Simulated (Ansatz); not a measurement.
**Computed properties of CsZn₄P₃**

CsZn4P3:
```yaml
crystal:
  lattice:
    - [4.05734, 0.00000, 0.00000]
    - [0.00000, 4.05734, 0.00000]
    - [0.00000, 0.00000, 10.41865]
  atoms:
    - { symbol: Cs, position: [0.00000, 0.00000, 0.50000] }
    - { symbol: Zn, position: [0.50000, 0.00000, 0.84905] }
    - { symbol: Zn, position: [0.50000, 0.00000, 0.15095] }
    - { symbol: Zn, position: [0.00000, 0.50000, 0.84905] }
    - { symbol: Zn, position: [0.00000, 0.50000, 0.15095] }
    - { symbol: P, position: [0.50000, 0.50000, 0.72714] }
    - { symbol: P, position: [0.50000, 0.50000, 0.27286] }
    - { symbol: P, position: [0.00000, 0.00000, 0.00000] }
```

Space group P4/mmm (No. 123); conventional cell a = 4.057 Å, b = 4.057 Å, c = 10.419 Å, α = 90.00°, β = 90.00°, γ = 90.00°.

Method: r²SCAN in the plane-wave PAW code Ansatz. The cell and atoms are relaxed at this level. Other levels are named where they apply.

Cell and energy:

```yaml
volume_per_atom: 21.44 Å³
density: 4.72 g/cm³
Formation energy from the elements (no fitted shifts): -0.42 eV/atom
```

Electronic structure:

```yaml
band_gap: 0.39 eV (direct)
valence_band_maximum: at Γ
conduction_band_minimum: at Γ
electron_effective_mass: 0.16, 0.16, 6.4 mₑ (principal values)
Electron effective mass with spin–orbit coupling: 0.16, 0.16, 6.4 mₑ (principal values)
Hole effective mass, band 1 of 2 at the edge: 2.8 along x, 1.9 along z (mₑ)
Hole effective mass, band 2 of 2 at the edge: 0.14 along x, 1.9 along z (mₑ)
Hole effective mass with spin–orbit coupling: 0.26, 0.26, 1.8 mₑ (principal values)
HSE06 gap on the r²SCAN cell: 0.90 eV
Gap with spin–orbit coupling: 0.37 eV
```

Mechanics:

```yaml
Bulk modulus (Birch–Murnaghan fit): 41.9 GPa
Pressure derivative B′: 5.0
```

Charges:

```yaml
bader_charges: Cs +0.78, Zn +0.65, P -1.20 to -1.09 e
```

The workflow started from a Materials Project entry (that database holds measured and hypothetical structures alike); the Crystallography Open Database files this formula in space group No. 123, but the cells were not matched. Whether it is the stable phase at ambient conditions was not checked. The r²SCAN relaxation kept the symmetry of its start; whether a distortion lowers the energy is not shown. The references are the lowest solids computed at this level, not always the standard phases. Spin–orbit coupling is left out wherever it is not named.

Potentials: the later of the program's two PAW sets.
